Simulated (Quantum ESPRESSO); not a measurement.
pw.x input (Quantum ESPRESSO 7.5; PBEsol, PseudoDojo standard norm-conserving files, scalar-relativistic):

```
&CONTROL
  calculation = 'scf'
  pseudo_dir = './pseudo'
  outdir = './out'
  tprnfor = .true.
  tstress = .true.
/
&SYSTEM
  ibrav = 0
  nat = 10
  ntyp = 4
  ecutwfc = 84.0
  ecutrho = 336.0
  occupations = 'smearing'
  smearing = 'fd'
  degauss = 0.002
  nbnd = 52
/
&ELECTRONS
  conv_thr = 1e-09
/
ATOMIC_SPECIES
Li 6.9400 Li.upf
O 15.9990 O.upf
K 39.0983 K.upf
Zn 65.3800 Zn.upf
CELL_PARAMETERS angstrom
  5.482380000000  -1.693535000000   0.000000000000
  5.482380000000   1.693535000000   0.000000000000
 -4.176525000000   0.000000000000   7.213092000000
ATOMIC_POSITIONS crystal
Li   0.341120000000   0.341120000000   0.054990000000
Li   0.658880000000   0.658880000000   0.945010000000
O   0.461440000000   0.461440000000   0.693360000000
O   0.538560000000   0.538560000000   0.306640000000
O   0.837990000000   0.837990000000   0.937850000000
O   0.162010000000   0.162010000000   0.062150000000
K   0.836520000000   0.836520000000   0.370070000000
K   0.163480000000   0.163480000000   0.629930000000
Zn   0.044120000000   0.044120000000   0.182460000000
Zn   0.955880000000   0.955880000000   0.817540000000
K_POINTS automatic
8 8 4 0 0 0
```

End of the output:

```

[...]
     the Fermi energy is     7.5157 ev
!    total energy              =   -1116.65188370 Ry
     estimated scf accuracy    <          8.1E-11 Ry
     smearing contrib. (-TS)   =      -0.00000000 Ry
     internal energy E=F+TS    =   -1116.65188370 Ry
     The total energy is F=E-TS. E is the sum of the following terms:
     one-electron contribution =    -901.13051973 Ry
     hartree contribution      =     477.92258098 Ry
     xc contribution           =    -154.18490203 Ry
     ewald contribution        =    -539.25904293 Ry
     convergence has been achieved in  12 iterations
     Forces acting on atoms (cartesian axes, Ry/au):
     atom    1 type  1   force =     0.00263497    0.00000000   -0.00101224
     atom    2 type  1   force =    -0.00263497    0.00000000    0.00101224
     atom    3 type  2   force =    -0.00489439    0.00000000    0.01129732
     atom    4 type  2   force =     0.00489439    0.00000000   -0.01129732
     atom    5 type  2   force =     0.00975107    0.00000000    0.00221333
     atom    6 type  2   force =    -0.00975107    0.00000000   -0.00221333
     atom    7 type  3   force =    -0.00096731    0.00000000   -0.00133038
     atom    8 type  3   force =     0.00096731    0.00000000    0.00133038
     atom    9 type  4   force =     0.00047635    0.00000000   -0.00316634
     atom   10 type  4   force =    -0.00047635    0.00000000    0.00316634
     Total force =     0.023345     Total SCF correction =     0.000022
     Computing stress (Cartesian axis) and pressure
          total   stress  (Ry/bohr**3)                   (kbar)     P=      -43.95
  -0.00028754   0.00000000   0.00003096          -42.30        0.00        4.55
   0.00000000  -0.00032515   0.00000000            0.00      -47.83        0.00
   0.00003096   0.00000000  -0.00028360            4.55        0.00      -41.72
```
In a gapped system the printed Fermi energy is only some level inside the gap.

Geometry of the Materials Project entry, not relaxed at this level.
